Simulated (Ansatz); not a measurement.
A relaxation computed with Ansatz, from input to last step.

```yaml
crystal:
  lattice:
    - [0.0, 2.8400277228, 2.8400277228]
    - [2.8400277228, 0.0, 2.8400277228]
    - [2.8400277228, 2.8400277228, 0.0]
  atoms:
    - { symbol: Si, position: [0.0, 0.0, 0.0] }
    - { symbol: Se, position: [0.75, 0.75, 0.75] }
basis:
  ecutwfc: 500
kpoints:
  mp_grid: { grid: [6, 6, 6] }
hamiltonian:
  xc: r2scan
scf:
  occupations: { method: gaussian, width: 0.1 }
  lower_state_search: "off"
output:
  forces: true
  stress: true
  eigenvalues: true
relax:
  adjacent_minimum: "off"
  f_tol: 0.04
  max_steps: 70
  cell: { stress_tol: 0.4 }
```

```bash
ansatz run input.yaml --threads 1 --pin off --max-ram 2560MiB --backend cpu --events-out ev --progress --plain --runs-dir out
```

Method: DFT r2SCAN, scalar-relativistic, plane waves, PAW in Ansatz 0.2.0.

Of 5 frames 5 are shown, positions in Å and forces in eV/Å; the SCF threshold varies from step to step. Steps run on the plane waves of an earlier cell, with a Pulay correction in the pressure. The basis is chosen afresh for the last frame, the zero of the energies, and at times for earlier ones too; energy and pressure step there, also at an unchanged geometry.

```xyz
2
Lattice="0.0000 2.8400 2.8400 2.8400 0.0000 2.8400 2.8400 2.8400 0.0000" Properties=species:S:1:pos:R:3:forces:R:3 pbc="T T T" step=1 free_energy_over_end_meV_per_atom=186.44 pressure_GPa=11.67
Si    0.0000    0.0000    0.0000    0.0000    0.0000    0.0000
Se    4.2600    4.2600    4.2600    0.0000    0.0000    0.0000
2
Lattice="0.0000 2.9757 2.9757 2.9757 0.0000 2.9757 2.9757 2.9757 0.0000" Properties=species:S:1:pos:R:3:forces:R:3 pbc="T T T" step=2 free_energy_over_end_meV_per_atom=27.22 pressure_GPa=3.84
Si    0.0000    0.0000    0.0000    0.0000    0.0000    0.0000
Se    4.4635    4.4635    4.4635    0.0000    0.0000    0.0000
2
Lattice="0.0000 3.0523 3.0523 3.0523 0.0000 3.0523 3.0523 3.0523 0.0000" Properties=species:S:1:pos:R:3:forces:R:3 pbc="T T T" step=3 free_energy_over_end_meV_per_atom=0.65 pressure_GPa=0.40
Si    0.0000    0.0000    0.0000    0.0000    0.0000    0.0000
Se    4.5784    4.5784    4.5784    0.0000    0.0000    0.0000
2
Lattice="0.0000 3.0618 3.0618 3.0618 0.0000 3.0618 3.0618 3.0618 0.0000" Properties=species:S:1:pos:R:3:forces:R:3 pbc="T T T" step=4 free_energy_over_end_meV_per_atom=0.29 pressure_GPa=0.03
Si    0.0000    0.0000    0.0000    0.0000    0.0000    0.0000
Se    4.5927    4.5927    4.5927    0.0000    0.0000    0.0000
2
Lattice="0.0000 3.0618 3.0618 3.0618 0.0000 3.0618 3.0618 3.0618 0.0000" Properties=species:S:1:pos:R:3:forces:R:3 pbc="T T T" step=5 free_energy_over_end_meV_per_atom=0.00 pressure_GPa=0.04
Si    0.0000    0.0000    0.0000    0.0000    0.0000    0.0000
Se    4.5927    4.5927    4.5927    0.0000    0.0000    0.0000
```

The start puts this composition into another compound's structure type, which needn't suit it. At the end the space group is F-43m (tolerance 0.05 Å).

The run took 20 s on 1 thread of Arm Neoverse V2 (shared host), peak memory 0.45 GiB.

The k mesh is coarse.